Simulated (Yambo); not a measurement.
A G0W0@PBE run in Yambo for SiC (zinc blende, space group F-43m, No. 216) (6×6×6 Γ-centred k mesh, 76 bands and a 14 Ry block in the screening, 76 bands in G with the Bruneval-Gonze terminator, plasmon pole fitted at 27.2 eV) gives these matrix elements, in eV, at the band edges (Γ → X):

```csv
state,E0,<Vxc>,<Σx>,<Σc(E0)>,Z
valence edge,0.000,-14.939,-17.555,1.761,0.796
conduction edge,1.360,-10.515,-6.462,-3.928,0.823
```

Q: Solve the linearised quasiparticle equation for both states, give the gap, and say how exchange and correlation each act on it.

A: E = E0 + Z(Σx + Σc − Vxc). Valence: 0.000 + 0.796 × (-17.555 + (1.761) − (-14.939)) = -0.68 eV. Conduction: 1.360 + 0.823 × (-6.462 + (-3.928) − (-10.515)) = 1.46 eV. The gap is 2.14 eV, against 1.36 eV in PBE. Replacing Vxc by bare exchange alone would open it by 6.67 eV; correlation takes back 5.69 eV of that, and Z scales what is left. Nearest settings tried, and what they do to the gap: 47 bands in G: +14 meV; 32 bands in W: -45 meV; 11 Ry block (89 vectors against 169): -64 meV; 4×4×4 mesh: -24 meV. So the settings aren't converged at that level. 

Geometry of the Materials Project entry, not relaxed at this level; primitive cell a = b = c = 3.0787 Å, α = β = γ = 60.00°.
